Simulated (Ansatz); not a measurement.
Mg2Ge (anti-fluorite, Fm-3m) at seven volumes, the program Ansatz at the PBE level (PAW), scaled uniformly. One row is withheld.

```json
[
 {"V (Å³/atom)": "20.075", "P (GPa)": "?"},
 {"V (Å³/atom)": "20.737", "P (GPa)": "3.50"},
 {"V (Å³/atom)": "21.399", "P (GPa)": "1.61"},
 {"V (Å³/atom)": "22.060", "P (GPa)": "0.00"},
 {"V (Å³/atom)": "22.722", "P (GPa)": "-1.38"},
 {"V (Å³/atom)": "23.384", "P (GPa)": "-2.57"},
 {"V (Å³/atom)": "24.046", "P (GPa)": "-3.58"}
]
```

Fit the shown pressures and predict the withheld one.

P = (3/2)B₀(x^(7/2) − x^(5/2))[1 + (3/4)(B′ − 4)(x − 1)] with x = (V₀/V)^(2/3). Least squares on the six rows gives V₀ = 22.060 Å³/atom, B₀ = 49.7 GPa, B′ = 4.18. At V = 20.075, x = 1.0649 and P = 5.71 GPa. The run itself gave 5.71 GPa.

The cell was relaxed with PBE under the symmetry of its start; of distortions, only those at the zone centre were tested.

Potentials: the later of the program's two PAW sets.
